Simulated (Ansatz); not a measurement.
# What DFT gives for Tl3ZnCO3

```xyz
16
Lattice="3.8560 6.4981 0.0000 -3.7517 6.4981 0.0000 0.0000 0.0000 6.1480" Properties=species:S:1:pos:R:3 pbc="T T T"
O     0.7132    7.6775    1.5370
O    -0.6089    5.3187    4.6110
O     2.4737    6.4071    1.5370
O    -2.3694    6.5891    4.6110
O    -1.0813    2.0599    1.5370
O     1.1856   10.9363    4.6110
Tl   -2.4425    7.5248    1.5370
Tl    2.5469    5.4714    4.6110
Tl    0.4427   10.3242    1.5370
Tl   -0.3384    2.6720    4.6110
Zn    1.9280    3.2491    0.0000
Zn    1.9280    3.2491    3.0740
C     1.9745    7.5209    1.5370
C    -1.8701    5.4753    4.6110
Tl    0.2815    4.8807    1.5370
Tl   -0.1772    8.1155    4.6110
```

The numbers come from plane-wave PAW DFT (Ansatz): r2SCAN, no spin polarisation, 500 eV, 4×4×5 Γ-centred k points, fermi-dirac occupations (width 0.1 eV). Nothing was relaxed.

What does the stress say?

The pressure is 4.0 GPa (compression positive), so with the atoms held at these fractions the cell would first expand; the forces are large, so a full relaxation may end otherwise. The principal stresses 1.2, 2.7, 8.1 GPa differ, so its shape would change too.

Where is the largest force?

The largest is on O4 (and as large on other atoms): 4.30 eV/Å, components (-1.53, 4.02, 0.00). It makes 177° with the line to a nearest neighbour, C14 at 1.22 Å, pointing away from it.

Metal or insulator?

It is a metal, with about 5.1 states/eV a cell as the mean within 0.25 eV of the Fermi level, mostly Tl p (74 %).

What is the formation energy?

-0.67 eV an atom against the elements' usual phases (free molecules for gases, crystals otherwise, with no correction for O₂ or N₂), so it is bound against them; other compounds may still compete. Relaxing would lower it.

Origin: a known structure type with other elements, at an estimated volume, so it need not be a known compound. Caveats: many states at the Fermi level without spin polarisation, so a magnetic state may lie lower; atoms or cell far from equilibrium.

Run time, from a saved density: 2.8 min on 1 thread of Arm Neoverse V2, with other jobs on the host, peak memory 1.6 GiB. The time holds forces, stress, DOS, ELF.
